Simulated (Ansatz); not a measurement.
Values for one crystal, relaxed and computed with PBE (plane waves, PAW; program Ansatz); other levels are named.

```yaml
volume_per_atom: 46.31 Å³
band_gap: 3.86 eV (direct)
Formation energy from the elements (no fitted shifts): -1.50 eV/atom
Hole effective mass, band 3 of 3 at the edge: 0.51 along [100], 0.51 along [110], 0.51 along [111] (mₑ)
Hole effective mass, band 2 of 3 at the edge: 2.8 along [100], 2.7 along [110], 2.7 along [111] (mₑ)
Hole effective mass, band 1 of 3 at the edge: 2.8 along [100], 2.8 along [110], 2.7 along [111] (mₑ)
Bulk modulus (Birch–Murnaghan fit): 10.6 GPa
```

### Question
Pick the material that matches.
A) KI, rock salt
B) AgBr, rock salt
C) LiCl, rock salt
D) MgSe, rock salt

### Answer
A, KI, rock salt

Space group Fm-3m (rock salt). The cell was relaxed with PBE under the symmetry of its start. The references are the lowest solids computed at this level, not always the standard phases. Spin–orbit coupling is left out wherever it is not named.

Potentials: the later of the program's two PAW sets.
